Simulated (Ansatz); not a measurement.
Al₃GaAs₄:
```
CELL_PARAMETERS angstrom
      4.05587     0.00000     0.00000
      0.00000     4.05587     0.00000
      0.00000     0.00000    11.45218
ATOMIC_POSITIONS crystal
  Ga 0.00000 0.00000 0.00000
  As 0.50000 0.00000 0.12592
  Al 0.50000 0.50000 0.25027
  As 0.00000 0.50000 0.37512
  Al 0.00000 0.00000 0.50000
  As 0.50000 0.00000 0.62488
  Al 0.50000 0.50000 0.74973
  As 0.00000 0.50000 0.87408
```

Plane-wave PAW PBE (Ansatz code) gives a gap of 1.27 eV without spin–orbit coupling, maximum at Γ, minimum at Γ.

What happens when spin–orbit coupling is switched on?

The gap shrinks by 0.10 eV, to 1.17 eV; maximum at Γ, minimum at Γ.

Give the electron effective mass with spin–orbit coupling.

0.083, 0.083, 0.10 mₑ (principal values).

Give the hole effective mass with spin–orbit coupling.

0.45 along z (mₑ).

Space group P-4m2. The start of the workflow was typed in or built on a structure type; neither database checked (COD, Materials Project) lists it. Its standing as an ambient phase is unchecked. The PBE relaxation kept the symmetry of its start; whether a distortion lowers the energy is not shown.

Potentials: the earlier of the program's two PAW sets.
